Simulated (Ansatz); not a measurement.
# Y₆Ga₄Pt₁₃: do the settings matter for the field gradients?

This input was run with Ansatz:

```yaml
crystal:
  lattice:
    - [-4.72325, 4.72325, 4.72325]
    - [4.72325, -4.72325, 4.72325]
    - [4.72325, 4.72325, -4.72325]
  atoms:
    - { symbol: "Y", position: [0.0, 0.30045, 0.30045] }
    - { symbol: "Y", position: [0.30045, 0.0, 0.30045] }
    - { symbol: "Y", position: [0.0, 0.69955, 0.69955] }
    - { symbol: "Y", position: [0.69955, 0.0, 0.69955] }
    - { symbol: "Y", position: [0.30045, 0.30045, 0.0] }
    - { symbol: "Y", position: [0.69955, 0.69955, 0.0] }
    - { symbol: Ga, position: [0.5, 0.5, 0.5] }
    - { symbol: Ga, position: [0.5, 0.0, 0.0] }
    - { symbol: Ga, position: [0.0, 0.0, 0.5] }
    - { symbol: Ga, position: [0.0, 0.5, 0.0] }
    - { symbol: Pt, position: [0.0, 0.0, 0.0] }
    - { symbol: Pt, position: [0.64854, 0.32427, 0.32427] }
    - { symbol: Pt, position: [0.32427, 0.0, 0.67573] }
    - { symbol: Pt, position: [0.0, 0.32427, 0.67573] }
    - { symbol: Pt, position: [0.32427, 0.64854, 0.32427] }
    - { symbol: Pt, position: [0.35146, 0.67573, 0.67573] }
    - { symbol: Pt, position: [0.67573, 0.35146, 0.67573] }
    - { symbol: Pt, position: [0.0, 0.67573, 0.32427] }
    - { symbol: Pt, position: [0.67573, 0.0, 0.32427] }
    - { symbol: Pt, position: [0.67573, 0.32427, 0.0] }
    - { symbol: Pt, position: [0.32427, 0.32427, 0.64854] }
    - { symbol: Pt, position: [0.67573, 0.67573, 0.35146] }
    - { symbol: Pt, position: [0.32427, 0.67573, 0.0] }
kpoints:
  mp_grid: { grid: [5, 5, 5] }
scf:
  occupations: { method: fermi_dirac, width: 0.05 }
hamiltonian:
  xc: pbe
  pseudopotentials: { kind: paw }
output:
  forces: true
  stress: true
  populations: true
  efg: { quadrupole_moments_barn: { Ga: 0.107 }, contact_densities: true }
total_charge: 1
```

It converged. Of its output the block on the nuclei alone is shown, without the SCF iterations, energies, forces and stress (one atom of each set):

```
--- PAW observables at the nuclei: V_zz in 10²¹ V/m², potentials from the cell's mean, atoms counted from 1 ---
  atom   1  Y  V_zz =    +3.430558   η = 0.0000   by run symmetry: allowed
            electrostatic potential = -5724.540250 V   contact ρ = 443899.788233 e/Å³
  atom   7  Ga V_zz =   +12.902330   η = 0.0000   by run symmetry: allowed   C_q = +33.3815 MHz
            electrostatic potential = -4142.230459 V   contact ρ = 187414.970013 e/Å³
  atom  11  Pt V_zz =    +0.000000   η = 0.0000   by run symmetry: forbidden
            electrostatic potential = -16121.099809 V   contact ρ = 12084937.908004 e/Å³
  atom  12  Pt V_zz =   +28.079816   η = 0.5553   by run symmetry: allowed
            electrostatic potential = -16121.173892 V   contact ρ = 12084586.433298 e/Å³
```

Task: Can these gradients be trusted, and how do they compare with a run on standard settings?

Result: Only as results of these settings. Against the standard input the change is `total_charge`: not typed → 1. A site carries the number of its first atom; V_zz in 10²¹ V/m².

```
site  V_zz standard  η standard  V_zz here  η here
   Y           2.64        0.00       3.43    0.00
  Ga          12.72        0.00      12.90    0.00
Pt12           27.7        0.55       28.1    0.56
```

The largest change of V_zz is on Y, from 2.64 to 3.43. In per cent, |V_zz| changes by +30 on Y, +1 on Ga, +1 on Pt (all sites that start above 2). Sites without a gradient aren't listed. The changed cell holds a charge of +1 on a uniform background, so it isn't the neutral crystal. It has an odd number of electrons and no spin polarisation, so the extra carrier is shared by both spins and spread out, where a real one carries spin and can localise. SCF iterations: 9 and 10.

On the reference run: At this cell the PBE pressure is 6 GPa, so with PBE the cell would grow if it were relaxed. With no gap above 0.1 eV, as in a metal, the gradients converge slowly in k; expect changes of a tenth or more on a denser mesh. Spin–orbit coupling is left out, which shifts gradients on Pt by a few per cent in wide-gap crystals, and can shift them far more where the calculated gap is small or absent, as here.
